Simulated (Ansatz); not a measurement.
# ZnS with Li replacing Zn: gradients before and after relaxing the atoms

Start: a supercell of ZnS (space group P6_3mc) built from a COD entry, with all atoms left at the host's positions.

```
CELL_PARAMETERS angstrom
7.64540 0.00000 0.00000
-5.73405 9.93167 0.00000
0.00000 0.00000 12.52000
ATOMIC_POSITIONS crystal
Zn 0.00000 0.00000 0.00000
Zn 0.00000 0.33333 0.00000
Zn 0.00000 0.66667 0.00000
Zn 0.50000 0.00000 0.00000
Zn 0.50000 0.33333 0.00000
Zn 0.50000 0.66667 0.00000
Zn 0.00000 0.00000 0.50000
Zn 0.00000 0.33333 0.50000
Zn 0.00000 0.66667 0.50000
Zn 0.50000 0.00000 0.50000
Zn 0.50000 0.33333 0.50000
Zn 0.50000 0.66667 0.50000
Li 0.16667 0.22222 0.25000
Zn 0.16667 0.55556 0.25000
Zn 0.16667 0.88889 0.25000
Zn 0.66667 0.22222 0.25000
Zn 0.66667 0.55556 0.25000
Zn 0.66667 0.88889 0.25000
Zn 0.33333 0.11111 0.75000
Zn 0.33333 0.44444 0.75000
Zn 0.33333 0.77778 0.75000
Zn 0.83333 0.11111 0.75000
Zn 0.83333 0.44444 0.75000
Zn 0.83333 0.77778 0.75000
S 0.00000 0.00000 0.18750
S 0.00000 0.33333 0.18750
S 0.00000 0.66667 0.18750
S 0.50000 0.00000 0.18750
S 0.50000 0.33333 0.18750
S 0.50000 0.66667 0.18750
S 0.00000 0.00000 0.68750
S 0.00000 0.33333 0.68750
S 0.00000 0.66667 0.68750
S 0.50000 0.00000 0.68750
S 0.50000 0.33333 0.68750
S 0.50000 0.66667 0.68750
S 0.16667 0.22222 0.43750
S 0.16667 0.55556 0.43750
S 0.16667 0.88889 0.43750
S 0.66667 0.22222 0.43750
S 0.66667 0.55556 0.43750
S 0.66667 0.88889 0.43750
S 0.33333 0.11111 0.93750
S 0.33333 0.44444 0.93750
S 0.33333 0.77778 0.93750
S 0.83333 0.11111 0.93750
S 0.83333 0.44444 0.93750
S 0.83333 0.77778 0.93750
```

Atoms are numbered from 1 in the order listed; like atoms form one site, named after its first atom.

The numbers come from a DFT calculation in Ansatz (PBE, plane waves and PAW, scalar-relativistic, 420 eV cutoff, Γ-centred 3×2×2 k-points, Fermi–Dirac smearing 0.01 eV, cell charge -1).

The largest force at the start is 0.50 eV/Å. Relaxing the ions at fixed cell moves them by 0.068 Å at most (atom 16, Zn) and 0.025 Å rms.

```
site  atom  moved (Å)                   first shell before                    first shell after  V_zz before (10²¹ V/m²)  η before
 Zn2     2      0.050                   4 S at 2.34–2.35 Å                   4 S at 2.29–2.36 Å                    -1.14      0.30
 Zn3     3      0.016                   4 S at 2.34–2.35 Å                   4 S at 2.33–2.35 Å                     0.21      0.92
 Zn4     4      0.023                   4 S at 2.34–2.35 Å                   4 S at 2.33–2.35 Å                     0.17      0.66
 Zn5     5      0.050                   4 S at 2.34–2.35 Å                   4 S at 2.29–2.36 Å                    -1.13      0.30
 Zn6     6      0.019                   4 S at 2.34–2.35 Å                   4 S at 2.33–2.35 Å                     0.15      0.78
 Zn9     9      0.018                   4 S at 2.34–2.35 Å                   4 S at 2.34–2.35 Å                     0.51      0.13
  Li    13      0.012                   4 S at 2.34–2.35 Å                   4 S at 2.34–2.36 Å                    0.008      0.24
Zn14    14      0.056                   4 S at 2.34–2.35 Å                   4 S at 2.30–2.37 Å                    -1.14      0.61
Zn16    16      0.068                   4 S at 2.34–2.35 Å                   4 S at 2.31–2.38 Å                     1.40      0.49
 S25    25      0.015  3 Zn at 2.34–2.35 Å, 1 Li at 2.34 Å       3 Zn at 2.30 Å, 1 Li at 2.35 Å                    -7.51      0.10
 S26    26      0.011  1 Li at 2.34 Å, 3 Zn at 2.34–2.35 Å  3 Zn at 2.29–2.31 Å, 1 Li at 2.34 Å                    -7.82      0.13
 S27    27      0.014                  4 Zn at 2.34–2.35 Å                  4 Zn at 2.33–2.35 Å                     1.23      0.72
 S28    28      0.010                  4 Zn at 2.34–2.35 Å                  4 Zn at 2.33–2.37 Å                     1.08      0.16
 S40    40      0.012                  4 Zn at 2.34–2.35 Å                  4 Zn at 2.34–2.38 Å                     0.64      0.24
 S44    44      0.006                  4 Zn at 2.34–2.35 Å                  4 Zn at 2.34–2.36 Å                     0.50      0.72
 S47    47      0.012                  4 Zn at 2.34–2.35 Å                  4 Zn at 2.33–2.35 Å                     0.57      0.50
```

Question: What are V_zz and η after the relaxation?

Answer: 

| site | atom | V_zz after | η after | change of V_zz |
| --- | --- | --- | --- | --- |
| Zn2 | 2 | -2.17 | 0.26 | -1.03 |
| Zn3 | 3 | -0.55 | 0.56 | – |
| Zn4 | 4 | -0.54 | 0.93 | – |
| Zn5 | 5 | -2.18 | 0.27 | -1.05 |
| Zn6 | 6 | -0.49 | 0.86 | – |
| Zn9 | 9 | 0.68 | 0.18 | +0.17 |
| Li | 13 | 0.004 | 0.48 | 0.00 |
| Zn14 | 14 | -2.16 | 0.40 | -1.02 |
| Zn16 | 16 | 2.47 | 0.79 | +1.07 |
| S25 | 25 | -7.28 | 0.05 | +0.23 |
| S26 | 26 | -7.15 | 0.13 | +0.67 |
| S27 | 27 | 0.91 | 0.22 | -0.32 |
| S28 | 28 | 0.68 | 0.73 | -0.40 |
| S40 | 40 | 0.42 | 0.83 | -0.22 |
| S44 | 44 | 0.65 | 0.46 | +0.15 |
| S47 | 47 | -0.58 | 0.96 | – |

The largest change of V_zz along a kept axis is on Zn16, from 1.40 to 2.47. In per cent, |V_zz| changes by +33 to +94 on Zn, -38 to +29 on S (all sites that start above 0.5, bar those whose gradient vanishes or changes sign or whose main axis turns by over 40°). Where |V_zz| stays above 0.1 and the axes keep their order, η moves most on S28, from 0.16 to 0.73. On S40, Zn9 V_xx and V_yy change places (or their axes turn by over 50°), so the two values of η hide a larger change. On S47, Zn3, Zn4, Zn6, S38, Zn20, S33, S34 and 1 more site (not all in the table) the largest principal value lies along another axis in the second run, so the two V_zz can't be compared directly. The table leaves out 32 of the 48 sites, with |V_zz| up to 7.83; their tensors move by 0.98 at most along any direction. The statements above cover all sites. The host's own positions weren't relaxed first, so part of the change far from the defect can be the host's relaxation.

The defect repeats with the cell of 48 atoms, so it feels its images: sites between two images don't show the values beside a lone defect, and zeros or small values of η there can come from the images' arrangement. S and Zn carry a gradient in the pure host already, so the values there aren't the defect's effect alone. A uniform background compensates the cell's charge.
Before: The neighbours have not yet relaxed around the defect (largest force 0.50 eV/Å), so a real crystal will differ.
